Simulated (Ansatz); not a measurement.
Hf2Cu, DFT, PBEsol, all-electron PAW with datasets made for the crystal, scalar-relativistic (Ansatz 0.2.0), run on 1 thread of Intel(R) Xeon(R) 6975P-C (Granite Rapids) on a shared host.

The geometry is COD entry 1524980, unchecked; take it as a test cell. The listed cell was then made from it by scaling, straining or moving an atom.

Command: `ansatz run input.yaml --threads 1 --pin off --max-ram 4096MiB --backend cpu --events-out ev --progress --plain --runs-dir out`

```yaml
crystal:
  lattice:
    - [-1.58475, 1.58475, 5.6223165]
    - [1.58475, -1.58475, 5.6223165]
    - [1.58475, 1.58475, -5.6223165]
  atoms:
    - { symbol: Hf, position: [0.34, 0.34, 0.0] }
    - { symbol: Hf, position: [0.66, 0.66, 0.0] }
    - { symbol: Cu, position: [0.0, 0.0, 0.0] }
kpoints:
  mp_grid: { grid: [16, 16, 16] }
scf:
  occupations: { method: fermi_dirac, width: 0.03 }
hamiltonian:
  xc: pbesol
  pseudopotentials: { kind: all_electron, datasets: crystal }
output:
  forces: true
  stress: true
  eigenvalues: true
  efg: { contact_densities: true }
```

(1) How large is the problem that the program sets up?

(2) About how long does it take, and how much memory does it use?

(3) And the same cell and mesh by PAW (frozen-core files), asked for forces, stress, eigenvalues, efg, write_density, write_potential, elf, on the same hardware?

Results:

(1) 349 irreducible k-points, 1031 plane waves at Γ, 41 bands.

(2) 120 s of wall time for 13 SCF iterations, with a peak of 2.4 GiB. Times on shared machines scatter by tens of per cent.

(3) 30 s, peak memory 0.9 GiB.
